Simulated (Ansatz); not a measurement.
TiSi2:
```cif
data_Si4Ti2
_chemical_formula_sum 'Ti2 Si4'
_space_group_name_H-M_alt 'P 1'
_space_group_IT_number 1
_cell_length_a 5.90004
_cell_length_b 4.87345
_cell_length_c 4.72972
_cell_angle_alpha 75.798
_cell_angle_beta 53.202
_cell_angle_gamma 51.000
loop_
_space_group_symop_operation_xyz
  'x, y, z'
loop_
_atom_site_label
_atom_site_type_symbol
_atom_site_fract_x
_atom_site_fract_y
_atom_site_fract_z
_atom_site_occupancy
Ti1 Ti 0.50000 0.50000 0.50000 1
Ti2 Ti 0.75000 0.75000 0.75000 1
Si1 Si 0.83666 0.16334 0.83666 1
Si2 Si 0.16334 0.83666 0.16334 1
Si3 Si 0.41334 0.08666 0.41334 1
Si4 Si 0.08666 0.41334 0.08666 1
```

Relaxed with PBEsol.

**Question.** Which orbitals make up the states near the Fermi level in PBEsol in the plane-wave PAW code Ansatz?

**Answer.** Within 0.5 eV of the Fermi level: Ti 3d 68 %, Si 3p 24 %. Projections are on Löwdin-orthogonalised atomic valence shells; empty p or d shells of many metals are not among them.

**Question.** Tabulate the density of states.

**Answer.** States/eV per cell of 6 atoms, in 0.25 eV bins, energy from the Fermi level.

| E (eV) | total | Ti 3d | Si 3p | Si 3s |
|---|---|---|---|---|
| -7.85 | 1.76 | 0.21 | 0.63 | 0.84 |
| -7.60 | 1.31 | 0.16 | 0.48 | 0.61 |
| -7.35 | 1.14 | 0.14 | 0.44 | 0.52 |
| -7.10 | 1.08 | 0.13 | 0.42 | 0.48 |
| -6.85 | 1.09 | 0.13 | 0.43 | 0.48 |
| -6.60 | 1.16 | 0.13 | 0.45 | 0.51 |
| -6.35 | 1.48 | 0.19 | 0.51 | 0.69 |
| -6.10 | 1.51 | 0.19 | 0.54 | 0.68 |
| -5.85 | 1.66 | 0.20 | 0.63 | 0.73 |
| -5.60 | 1.10 | 0.15 | 0.46 | 0.40 |
| -5.35 | 1.25 | 0.16 | 0.72 | 0.29 |
| -5.10 | 1.60 | 0.18 | 1.07 | 0.23 |
| -4.85 | 2.13 | 0.26 | 1.48 | 0.26 |
| -4.60 | 2.06 | 0.30 | 1.31 | 0.32 |
| -4.35 | 1.89 | 0.28 | 1.18 | 0.29 |
| -4.10 | 1.93 | 0.30 | 1.20 | 0.27 |
| -3.85 | 2.22 | 0.37 | 1.36 | 0.34 |
| -3.60 | 2.33 | 0.39 | 1.45 | 0.34 |
| -3.35 | 2.33 | 0.42 | 1.44 | 0.31 |
| -3.10 | 2.35 | 0.49 | 1.42 | 0.29 |
| -2.85 | 2.85 | 0.66 | 1.70 | 0.31 |
| -2.60 | 3.06 | 0.74 | 1.85 | 0.30 |
| -2.35 | 3.34 | 0.87 | 2.04 | 0.27 |
| -2.10 | 4.41 | 1.35 | 2.57 | 0.28 |
| -1.85 | 3.64 | 1.32 | 1.94 | 0.21 |
| -1.60 | 4.29 | 1.73 | 2.17 | 0.18 |
| -1.35 | 5.05 | 2.37 | 2.26 | 0.18 |
| -1.10 | 5.79 | 3.25 | 2.11 | 0.15 |
| -0.85 | 4.12 | 2.49 | 1.31 | 0.12 |
| -0.60 | 3.24 | 2.03 | 0.95 | 0.11 |
| -0.35 | 2.71 | 1.79 | 0.72 | 0.08 |
| -0.10 | 2.46 | 1.70 | 0.57 | 0.06 |
| 0.15 | 1.81 | 1.27 | 0.41 | 0.05 |
| 0.40 | 1.31 | 0.90 | 0.30 | 0.04 |
| 0.65 | 1.86 | 1.32 | 0.39 | 0.04 |
| 0.90 | 3.01 | 2.18 | 0.59 | 0.07 |
| 1.15 | 3.25 | 2.32 | 0.59 | 0.15 |
| 1.40 | 3.60 | 2.73 | 0.47 | 0.16 |
| 1.65 | 1.73 | 1.19 | 0.29 | 0.14 |
| 1.90 | 1.83 | 0.99 | 0.55 | 0.19 |
| 2.15 | 2.75 | 1.55 | 0.82 | 0.23 |
| 2.40 | 3.96 | 2.46 | 0.98 | 0.30 |
| 2.65 | 6.69 | 4.25 | 1.27 | 0.64 |
| 2.90 | 7.54 | 5.13 | 1.15 | 0.77 |
| 3.15 | 6.26 | 4.10 | 0.89 | 0.79 |
| 3.40 | 3.65 | 1.97 | 0.65 | 0.50 |
| 3.65 | 4.95 | 2.30 | 1.07 | 0.70 |
| 3.90 | 4.44 | 1.89 | 1.11 | 0.54 |
| 4.15 | 5.90 | 2.52 | 1.69 | 0.59 |
| 4.40 | 5.71 | 2.11 | 1.89 | 0.58 |

Space group Fddd. The PBEsol relaxation kept the symmetry of its start. No spin polarisation was allowed.

Potentials: the earlier of the program's two PAW sets. The files were generated under PBE; for other functionals the program regenerates the frozen cores, and for LDA and PBEsol the local potential too.
